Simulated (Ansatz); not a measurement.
ZrPbO3:
```
CELL_PARAMETERS angstrom
      2.94162     1.69835     4.85993
     -2.94162     1.69835     4.85993
      0.00000    -3.39669     4.85993
ATOMIC_POSITIONS crystal
  Pb 0.28919 0.28919 0.28919
  Pb 0.78919 0.78919 0.78919
  Zr 0.01541 0.01541 0.01541
  Zr 0.51541 0.51541 0.51541
  O  0.29282 0.73224 0.22063
  O  0.22063 0.29282 0.73224
  O  0.73224 0.22063 0.29282
  O  0.23224 0.79282 0.72063
  O  0.72063 0.23224 0.79282
  O  0.79282 0.72063 0.23224
```

Relaxed with r²SCAN.

Problem. Map the valence electron density (e/Å³), cut off at 3 on the plane through (0.015, 0.015, 0.015) spanned by u = [1, 0, 0] and v = [0, 1, -1] in lattice vectors, from r²SCAN (plane waves, PAW; program Ansatz).

Solution. x is the fraction of u, y of v (the angle between them is 90°; rows are the nearest grid lines); atoms in the plane: Zr at (0.00, 0.00), Zr at (0.50, 0.50), O at (0.20, 0.28), O at (0.70, 0.22).
```
|@@@@=.                   .=@@@@|
|@@@@=.                   .=@@@@|
|@%*=:.....           .....:=*@@|
|=--:::-=-:.         .::::...:==|
|....:=#%#=:.       .-+**=:.....|
|  ..-#@@@%-.      .:*@@@#-..   |
|   .-#@@@@=:.     .=%@@@@=:    |
|   .:=#@%+-..    ..-*@@@*-.    |
|    .:-==-:...::::.:-+++-.     |
|     .......:=***=-:::::..     |
|          .-%@@@@@%-.          |
|          .=@@@@@@@=.          |
|          .=@@@@@@@=.          |
|      ..  .-%@@@@@%-.          |
|   .-+**=:..:=***=-:...        |
|  .-#@@@%=:...::::::---:.      |
|  :+@@@@@*:.    ..-+#%#=:.     |
| .:*@@@@@#:.    .:=@@@@@=.     |
| .:-#@@@*-.     .:*@@@@@#:.    |
|...:-++=-.       .=@@@@@+:. ...|
|==-:::::.        .:+%@@*-:..:-=|
|@%*=:..           .:-=-::.:=*@@|
|@@@@=.                   .=@@@@|
|@@@@=.                   .=@@@@|
```
Scale: ten equal steps from 0.031 (start of ' ') to 3.00 (end of '@'), in the order ' .:-=+*#%@'; x runs from 0.000 to 1.00, y from 0.000 (bottom) to 1.00 (top).

The density is the valence pseudo-density with augmentation charge, so density and ELF within about 1 Å of a nucleus are not all-electron values.

Space group R3c. The start of the workflow was typed in or built on a structure type; neither database checked (COD, Materials Project) lists it. COD files the formula under space group No. 38, 55. Its standing as an ambient phase is unchecked. The cell was relaxed with r²SCAN under the symmetry of its start; its stability against distortions is not shown here. The run is not spin-polarised. Scalar-relativistic: spin–orbit coupling is off unless named, which matters more the heavier the elements.

Potentials: the earlier of the program's two PAW sets. The files were generated under PBE; for other functionals the program regenerates the frozen cores, and for LDA and PBEsol the local potential too.
